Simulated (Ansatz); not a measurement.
AlH₃:
```
CELL_PARAMETERS angstrom
      2.21605     1.27944     3.92067
     -2.21605     1.27944     3.92067
      0.00000    -2.55888     3.92067
ATOMIC_POSITIONS crystal
  Al 0.50000 0.50000 0.50000
  Al 0.00000 0.00000 0.00000
  H  0.37746 0.75000 0.12254
  H  0.62254 0.25000 0.87746
  H  0.12254 0.37746 0.75000
  H  0.87746 0.62254 0.25000
  H  0.75000 0.12254 0.37746
  H  0.25000 0.87746 0.62254
```

Cartesian axes are those of the cell as given.

Q: Give the high-frequency dielectric tensor and the Born effective charge tensors of the independent atoms from DFPT, r²SCAN (plane waves, PAW; program Ansatz).

A: 
ε∞:
```
4.04  0.00  0.00
0.00  4.04  0.00
0.00  0.00  4.19
```
Z* of atom 1 (Al), rows: field, columns: displacement, in e:
```
 2.62  -0.44   0.00
 0.44   2.62   0.00
 0.00   0.00   2.79
```
Z* of atom 3 (H), rows: field, columns: displacement, in e:
```
-0.99   0.20  -0.34
 0.20  -0.76   0.20
-0.34   0.19  -0.93
```

Static charges for comparison (Bader): Al1 +2.38, H3 -0.79 e. Born charges measure polarisation by displacement and can exceed these by far.

Space group R-3c. The workflow started from a Materials Project entry (that database holds measured and hypothetical structures alike); the Crystallography Open Database files this formula in space group No. 167, but the cells were not matched. Whether it is the stable phase at ambient conditions was not checked. The r²SCAN relaxation kept the symmetry of its start; whether a distortion lowers the energy is not shown.

Potentials: the later of the program's two PAW sets.
